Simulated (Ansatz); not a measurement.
Sb (A7 type, space group R-3m)

```
CELL_PARAMETERS angstrom
      2.16065     1.24745     3.67987
     -2.16065     1.24745     3.67987
      0.00000    -2.49490     3.67987
ATOMIC_POSITIONS crystal
  Sb 0.23638 0.23638 0.23638
  Sb 0.76362 0.76362 0.76362
```

In this cell atom 1 (Sb, nearest neighbour Sb at 2.932 Å; its periodic images, 4.3 Å or more away, move with it) is moved by u·(1.000, 0.000, 0.000) + v·(0.000, 0.000, 1.000); the rest is frozen.

These are PBE-D3(BJ) (plane waves to 420 eV, PAW, scalar-relativistic; Ansatz, a program for electronic structure) values and carry that method's errors. k mesh 11×11×11 (Γ-centred), Fermi-Dirac smearing 0.05 eV. With partly filled bands, energies and forces of such displacements shift with the k mesh and the smearing. Fu and Fv are the components of the force on the atom. Sb was relaxed with its symmetry unable to fall. Spin-orbit coupling is left out, though Sb is heavy. The last digit holds for this mesh only.

Changes of Fv (eV/Å) from the point u = 0.000 Å, v = 0.000 Å when one coordinate moves alone (two changes are said to add if the coupling is within 5 % of the smaller one, nearly so within 20 %):

| point | change |
|---|---|
| u = 0.000 Å, v = -0.440 Å | 2.562 |
| u = 0.000 Å, v = -0.220 Å | 1.240 |
| u = -0.440 Å, v = 0.000 Å | 1.163 |
| u = -0.220 Å, v = 0.000 Å | 0.358 |
| u = 0.220 Å, v = 0.000 Å | 0.358 |
| u = 0.440 Å, v = 0.000 Å | 1.163 |
| u = 0.000 Å, v = 0.220 Å | -0.291 |
| u = 0.000 Å, v = 0.440 Å | 0.376 |

Question: What is the change at u = -0.440 Å, v = 0.220 Å, where both move, and how far is it from the sum?

Answer: The sum of the single changes is 1.163 + (-0.291) = 0.872; the calculation gives 0.272, so the coupling contributes -0.600 (over 20 % of the smaller single change, not additive).

Question: Do the two effects add at u = -0.220 Å, v = -0.440 Å? Give the computed change.

Answer: The sum of the single changes is 0.358 + (2.562) = 2.920; the calculation gives 2.923, so they add (within 5 % of the smaller single change).

Question: What is the change at u = -0.440 Å, v = 0.440 Å, where both move, and how far is it from the sum?

Answer: The sum of the single changes is 1.163 + (0.376) = 1.539; the calculation gives -0.469, so the coupling contributes -2.008 (over 20 % of the smaller single change, not additive).

(A displaced cell: forces are minus the slopes of the energy, force constants its curvatures, and phonons follow from these.)
